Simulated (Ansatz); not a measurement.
One crystal and one scan (frozen-phonon scan) at two levels, PBE (plane waves to 420 eV, PAW, scalar-relativistic; Ansatz, a program for electronic structure) and r2SCAN (plane waves to 500 eV, PAW, scalar-relativistic; Ansatz), each from its own relaxed cell and on its own mesh. The cell shown is that of PBE.

Relaxed ZnS (zinc blende):

```yaml
crystal:
  lattice:
    - [0.00000, 2.72172, 2.72172]
    - [2.72172, 0.00000, 2.72172]
    - [2.72172, 2.72172, 0.00000]
  atoms:
    - { symbol: S, position: [0.75000, 0.75000, 0.75000] }
    - { symbol: Zn, position: [0.00000, 0.00000, 0.00000] }
```

A phonon eigenvector at Γ is frozen into this cell: atom i moves by Q times the vector below, so Q is the largest atomic displacement, in Å. The cell is held. It is one choice among 3 degenerate patterns.

| atom | x | y | z |
|---|---|---|---|
| S1 | 0.000 | 0.000 | 1.000 |
| Zn2 | 0.000 | 0.000 | -0.490 |

ZnS was relaxed with its symmetry unable to fall. Percentages come from the unrounded values.

Results of PBE:

```
Property                                                                                                                                           Value
----------------------------------------------------------------------------------------  --------------------------------------------------------------
Lattice constant a (Å)                                                                                                                             5.443
Band gap of the relaxed cell, no spin-orbit coupling (eV)                                                                                           2.02
Harmonic wavenumber from the curvature (finite differences) (cm⁻¹ (negative: imaginary))                                                             260
Shape of the curve                                                                        a single well with its minimum at or next to zero displacement
```

What does r2SCAN give for the same quantities?


| quantity | r2SCAN | PBE − r2SCAN |
|---|---|---|
| Lattice constant a (Å) | 5.389 | +0.054 (+1.0 %) |
| Band gap of the relaxed cell, no spin-orbit coupling (eV) | 2.70 | -0.68 (-25 %) |
| Harmonic wavenumber from the curvature (finite differences) (cm⁻¹ (negative: imaginary)) | 273 | -13 (-5 %) |

PBE gives the higher value for: lattice constant a. PBE gives the lower value for: band gap of the relaxed cell, no spin-orbit coupling; harmonic wavenumber from the curvature. Both give the same shape of the curve: a single well with its minimum at or next to zero displacement. Neither level is exact: the differences show how much the result hangs on the functional.

(For displaced atoms, the force is minus the slope of the energy, and its curvature is a force constant, which sets phonon frequencies.)
